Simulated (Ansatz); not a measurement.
A distorted cell of BiTe (space group P-3m1):

```
CELL_PARAMETERS angstrom
      4.38757     0.00000     0.00000
     -2.19378     3.79974     0.00000
      0.00000     0.00000    23.61264
ATOMIC_POSITIONS crystal
  Bi 0.33333 0.66667 0.29396
  Bi 0.66667 0.33333 0.71031
  Bi 0.00000 0.00000 0.87756
  Bi 0.00000 0.00000 0.12639
  Bi 0.66667 0.33333 0.46510
  Bi 0.33333 0.66667 0.53537
  Te 0.33333 0.66667 0.04958
  Te 0.66667 0.33333 0.94404
  Te 0.00000 0.00000 0.63187
  Te 0.00000 0.00000 0.36051
  Te 0.66667 0.33333 0.20853
  Te 0.33333 0.66667 0.79124
```

Computed with LDA (plane waves to 420 eV, PAW, scalar-relativistic; Ansatz, an electronic-structure program). k mesh 7×7×2 (Γ-centred), Fermi-Dirac smearing 0.05 eV. Stress and pressure are positive under compression. BiTe was relaxed with its symmetry unable to fall. Spin-orbit coupling is left out, though Bi and Te are heavy.

Problem. Predict the force on every atom, in eV/Å.

Solution. 
| atom | Fx | Fy | Fz |
|---|---|---|---|
| Bi1 | 0.000 | 0.000 | -0.653 |
| Bi2 | 0.000 | 0.000 | -0.572 |
| Bi3 | 0.000 | 0.000 | -0.590 |
| Bi4 | 0.000 | 0.000 | -0.547 |
| Bi5 | 0.000 | 0.000 | -0.080 |
| Bi6 | 0.000 | 0.000 | -0.059 |
| Te7 | 0.000 | 0.000 | 0.521 |
| Te8 | 0.000 | 0.000 | 0.593 |
| Te9 | 0.000 | 0.000 | 0.624 |
| Te10 | 0.000 | 0.000 | 0.712 |
| Te11 | 0.000 | 0.000 | 0.024 |
| Te12 | 0.000 | 0.000 | 0.026 |

(A displaced cell: forces are minus the slopes of the energy, force constants its curvatures, and phonons follow from these.)
